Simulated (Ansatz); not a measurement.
VSi$_{2}$:
```
VSi2
1.0
    4.52905     0.00000     0.00000
   -2.26453     3.92228     0.00000
    0.00000     0.00000     6.33057
V Si
3 6
Direct
  0.50000   0.00000   0.00000
  0.50000   0.50000   0.33333
  0.00000   0.50000   0.66667
  0.16286   0.32571   0.00000
  0.83714   0.16286   0.33333
  0.67429   0.83714   0.66667
  0.83714   0.67429   0.00000
  0.16286   0.83714   0.33333
  0.32571   0.16286   0.66667
```
Starting moments (μB, in the order of the atoms V V V Si Si Si Si Si Si): 0.3 0.3 0.3 0.0 0.0 0.0 0.0 0.0 0.0.

Relaxed with r²SCAN.

Question: Tabulate the valence density and the electron localisation function along the shortest V–Si contact (2.49 Å), the program Ansatz at the r²SCAN level (PAW).

Answer: 

| distance from V (Å) | density (e/Å³) | ELF |
|---|---|---|
| 0.25 | 13.06 | 0.73 |
| 0.37 | 9.48 | 0.76 |
| 0.50 | 5.94 | 0.73 |
| 0.62 | 3.21 | 0.62 |
| 0.75 | 1.54 | 0.42 |
| 0.87 | 0.75 | 0.23 |
| 1.00 | 0.47 | 0.17 |
| 1.12 | 0.39 | 0.24 |
| 1.25 | 0.37 | 0.43 |
| 1.37 | 0.40 | 0.60 |
| 1.49 | 0.42 | 0.69 |
| 1.62 | 0.45 | 0.71 |
| 1.74 | 0.44 | 0.65 |
| 1.87 | 0.38 | 0.50 |
| 1.99 | 0.28 | 0.33 |
| 2.12 | 0.18 | 0.24 |
| 2.24 | 0.10 | 0.29 |

The density is the valence pseudo-density with augmentation charge, so density and ELF within about 1 Å of a nucleus are not all-electron values.

Space group P6_222. Symmetry was held in the r²SCAN relaxation. Spin order of the final state: ferromagnetic, the only order run, not a proven ground state. Other orbital occupations within this spin state were not tried.

Potentials: the later of the program's two PAW sets.
